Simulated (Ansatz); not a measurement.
Given:

BN:
```
BN
1.0
    2.59518     0.00000     0.00000
   -1.29759     2.24749     0.00000
    0.00000     0.00000     5.79885
B N
3 3
Direct
  0.50000   0.00000   0.50000
  0.00000   0.50000   0.16667
  0.50000   0.50000   0.83333
  0.50000   0.00000   0.00000
  0.00000   0.50000   0.66667
  0.50000   0.50000   0.33333
```

This is the PBE+D3(BJ)-relaxed structure.

All from plane-wave PAW PBE+D3(BJ) (Ansatz code), unless another level is named. Estimate the band gap.

3.71 eV (indirect).

Next, the smallest direct gap on the standard path?

6.25 eV.

Next, the weight of the valence-edge state by species (Voronoi cells)?

N 76 %, B 24 %.

Space group P6_222. The start of the workflow was typed in or built on a structure type; neither database checked (COD, Materials Project) lists it. It is not the phase usual at ambient conditions (space group No. 186, 194, 216). Symmetry was held in the PBE+D3(BJ) relaxation; whether a distortion lowers the energy is not shown.

Potentials: the later of the program's two PAW sets.
